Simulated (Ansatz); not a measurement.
# LiInIr: energy along a strain

LiInIr, P-6m2, a = 4.278 Å, c = 2.877 Å. The structure is a Materials Project entry; whether it is the stable form wasn't checked. Ansatz: PBEsol, PAW, 420 eV, Γ-centred 12×12×16 mesh on 3 atoms, Gaussian smearing 0.15 eV; no spin polarisation. Cell vectors (Å): 4.278 0.000 0.000; -2.139 3.705 0.000; 0.000 0.000 2.877. The cell is strained by x per cent times the pattern (1 1 0 0 0 0) in the order xx yy zz yz xz xy (engineering shears), with fractional coordinates held. y is the free energy over the start, V0 = 15.205 Å³/atom. Points with a strain past 8.5 % were computed too (5) and aren't used here.

| x (%) | y (meV/atom) |
| --- | --- |
| -7.50 | ? |
| -3.75 | 43.48 |
| 0.00 | 0.00 |
| 3.75 | 32.81 |
| 7.50 | 117.28 |

Question: Fit y = c2 x² + c3 x³ to the other rows, get the stiffness along the pattern, and predict the missing energy.

Answer: Least squares on the rows shown. y = 2.7381 x² − 0.087514 x³. The clamped-ion stiffness p·C·p = 2 × 27.38 eV × 160.2 / 15.205 Å³ = 577 GPa. At x = -7.50 the fit asked for gives 190.94 meV/atom. The run gave 195.15 meV/atom, so the fit is 4.21 meV/atom too low, 2.2 % of the span of the series, against an rms of 0.67 meV/atom on the fitted rows. The row lies outside the fitted range. With a term in x⁴ added, a fit to the same known rows (none to spare) predicts 202.64 meV/atom, which misses by about as much or more on the other side: the known rows don't fix the higher terms.

Spin–orbit coupling is left out, which can shift energies with elements as heavy as these.

Cost: 10 runs of about 2.6 core-minutes in all, on Arm Neoverse V1 (shared hosts).